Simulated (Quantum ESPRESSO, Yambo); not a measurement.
# Levels of theory for the gap of CsMo2AlO8

CsMo$_{2}$AlO$_{8}$ (space group P-3m1, No. 164): one geometry, one set of PBEsol (pw.x of Quantum ESPRESSO, ONCV potentials, scalar-relativistic) orbitals, self-energies from Yambo (3×3×1 Γ-centred k mesh, bands 3 to 251 and a 6 Ry block in the screening, 251 bands in G with the Bruneval-Gonze terminator, plasmon pole fitted at 27.2 eV).

The geometry is that of Materials Project entry mp-505784, symmetrised and not relaxed again.

```csv
level,gap Γ → Γ (eV),rough Yambo cost
PBEsol (Quantum ESPRESSO),3.67,–
exchange only (Hartree-Fock self-energy on PBEsol orbitals),13.95,about 1/9 (4 states)
static COHSEX@PBEsol,7.16,within a factor of two (2 states)
"G0W0@PBEsol, plasmon pole",6.35,1 (4 states)
"G0W0@PBEsol, multipole fit to 8 frequencies, no terminator",6.35,within a factor of two (2 states)
```

Bare exchange has no screening and gives the widest gap; static COHSEX screens it but leaves out the frequency dependence, which G0W0 restores.

Costs are rough ratios of core time on shared machines.

Nearest settings tried, and what they do to the gap: 168 bands in G: +19 meV; 126 bands in W: +68 meV; 5 Ry block (311 vectors against 391): +9 meV. Not varied: mesh. So the settings aren't converged at that level.

Spin-orbit splittings are left out.
